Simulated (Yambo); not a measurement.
NaGaS2O8 (space group C2/m, No. 12); a = b = 4.7596 Å, c = 7.2976 Å, α = β = 92.38°, γ = 65.73°. With the G0W0 scissor the direct gap on the mesh is 7.17 eV. Axes are Cartesian, with cell vectors (Å) (4.00, -2.58, 0.00), (4.00, 2.58, 0.00), (-0.36, 0.00, 7.29).

**Question.** Does this run resolve the lowest exciton, and if so, what are its energy and binding? (Yambo, LDA bands; 4×4×2 mesh, 21 valence and 13 conduction bands, static screening with 96 bands and a 3 Ry block, scissor 2.92 eV, Tamm-Dancoff.)

**Answer.** The mesh holds a bound state, but the numbers are provisional. These are vertical excitations (zero momentum); the indirect quasiparticle gap, about 6.98 eV, is smaller than the direct one (7.17 eV on the GW mesh). The lowest state lies at 5.88 eV (dark for light along x), the direct quasiparticle gap on this mesh at 7.17 eV. Its binding energy, counted from that gap, is 1.30 eV; it spreads over about 11 k points of the mesh. Convergence with the mesh was not shown. The first optically allowed state is at 6.57 eV. The scissor comes from a G0W0 run whose convergence isn't established. Spin-orbit splittings are left out.

The standard potential for Ga keeps a d shell in the valence without the s and p states of that shell. In tests on such compounds this moved G0W0 gaps by up to about 0.9 eV, so absolute quasiparticle energies here are unreliable; differences between settings are what counts.

Geometry of the Materials Project entry, not relaxed at this level.

The structure is a Materials Project entry; no match was found in the copy of COD used, and its stability was not checked.
